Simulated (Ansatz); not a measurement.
BP (zinc blende)

```yaml
crystal:
  lattice:
    - [0.00000, 2.26828, 2.26828]
    - [2.26828, 0.00000, 2.26828]
    - [2.26828, 2.26828, 0.00000]
  atoms:
    - { symbol: P, position: [0.75000, 0.75000, 0.75000] }
    - { symbol: B, position: [0.00000, 0.00000, 0.00000] }
```

Grid over V/V₀ and (c/a)/(c/a)₀, subscript 0 meaning the relaxed cell; the conventional c axis lies along z; no internal relaxation.

The numbers are results of r2SCAN (plane waves to 500 eV, PAW, scalar-relativistic; Ansatz, an electronic-structure program), not measurements. k mesh 12×12×12 (Γ-centred), Fermi-Dirac smearing 0.05 eV. E stands for the smeared free energy. BP was relaxed with its symmetry unable to fall. ΔE is measured from the relaxed starting cell.

### Question
Estimate the ΔE (meV/atom) for all points of the grid V/V₀ = 0.960, 0.980, 1.000, 1.020, 1.040 by (c/a)/(c/a)₀ = 0.920, 0.960, 1.000, 1.040, 1.080.

### Answer
ΔE (meV/atom), with V/V₀ across and (c/a)/(c/a)₀ down:

```csv
(c/a)/(c/a)₀ \ V/V₀,0.960,0.980,1.000,1.020,1.040
0.920,55.1,47.3,45.0,47.5,54.5
0.960,21.7,13.7,11.2,13.7,20.6
1.000,10.5,2.5,0.0,2.4,9.3
1.040,21.6,13.7,11.1,13.5,20.4
1.080,54.6,46.7,44.2,46.7,53.6
```

(A scan under strain: stresses follow from slopes of the energy per volume, elastic moduli from its curvatures.)
